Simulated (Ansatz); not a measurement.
# What a change of settings does to a run on Re

The geometry is COD entry 9008512, unchecked; take it as a test cell. The listed cell was then made from it by scaling, straining or moving an atom.

First run: DFT, LDA, PAW with Ansatz's default frozen-core files, scalar-relativistic (Ansatz 0.2.0).

Command: `ansatz run input.yaml --threads 1 --pin off --max-ram 2048MiB --backend cpu --events-out ev --progress --plain --runs-dir out` The run took about 14 s on 1 thread of a shared machine.

```yaml
crystal:
  lattice:
    - [2.7971304821, 0.0, 0.0]
    - [-1.398565241, 2.4223860552, 0.0]
    - [0.0, 0.0, 4.5168672541]
  atoms:
    - { symbol: Re, position: [0.3333333333, 0.6666666667, 0.25] }
    - { symbol: Re, position: [0.6666666667, 0.3333333333, 0.75] }
kpoints:
  mp_grid: { grid: [14, 14, 8] }
scf:
  occupations: { method: fermi_dirac, width: 0.05 }
hamiltonian:
  xc: lda
  pseudopotentials: { kind: paw }
output:
  forces: true
  stress: true
  efg: { contact_densities: true }
relax:
  f_tol: 0.005
  max_steps: 80
  cell: {}
```

Result: converged; relaxed volume 14.337 Å³/atom; 30 SCF iterations in all.

Spin–orbit coupling is left out, though it moves levels of the heavy atoms by tenths of an eV or more.

The input is then changed:

```diff
@@ -14,8 +14,13 @@
   xc: lda
   pseudopotentials: { kind: paw }
+  dispersion: d4
 output:
   forces: true
   stress: true
   efg: { contact_densities: true }
+  write_density: true
+  write_potential: true
+  elf: true
+  volumetric_format: npy
 relax:
   f_tol: 0.005
```

Q: Predict the outcome of the changed run.

A: It converged; relaxed volume 14.079 Å³/atom; 36 SCF iterations in all.
